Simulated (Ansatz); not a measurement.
## One input, then a changed one: B (hcp type)

First run: DFT, LDA, norm-conserving pseudopotentials, Ansatz's default files, scalar-relativistic (Ansatz 0.2.0).

Command: `ansatz run input.yaml --threads 1 --pin off --max-ram 2048MiB --backend cpu --events-out ev --progress --plain --runs-dir out` It took 17 s on 1 thread of Arm Neoverse V1 (shared host), peak memory 0.41 GiB.

```yaml
crystal:
  lattice:
    - [2.1003865828, 0.0, 0.0]
    - [-1.0501932914, 1.8189881384, 0.0]
    - [0.0, 0.0, 3.4026262641]
  atoms:
    - { symbol: B, position: [0.2133333333, 0.6066666667, 0.16] }
    - { symbol: B, position: [0.7866666667, 0.3933333333, 0.84] }
kpoints:
  mp_grid: { grid: [16, 16, 9] }
scf:
  occupations: { method: fermi_dirac, width: 0.05 }
hamiltonian:
  xc: lda
  pseudopotentials: { kind: nc }
output:
  forces: true
  stress: true
  eigenvalues: true
  populations: true
```

The cell is a prototype at a set volume, not relaxed; it needn't be the stable phase.

This run: one bond, the shortest of the undistorted cell, set to 1.337 Å.

It converges in 6 SCF iterations at a pressure of 60.8 GPa, largest force 11.921 eV/Å, cutoff 1034 eV.

The input is then changed:

```diff
   occupations: { method: fermi_dirac, width: 0.05 }
+  n_extra_bands: 32
+  convergence: { dr2_threshold: 1.0e-09 }
 hamiltonian:
```

Q: Predict the outcome of the changed run.

A: It converges in 7 SCF iterations at a pressure of 60.8 GPa, largest force 11.920 eV/Å, cutoff 1034 eV, free energy 0.0 meV/atom against the first run's.
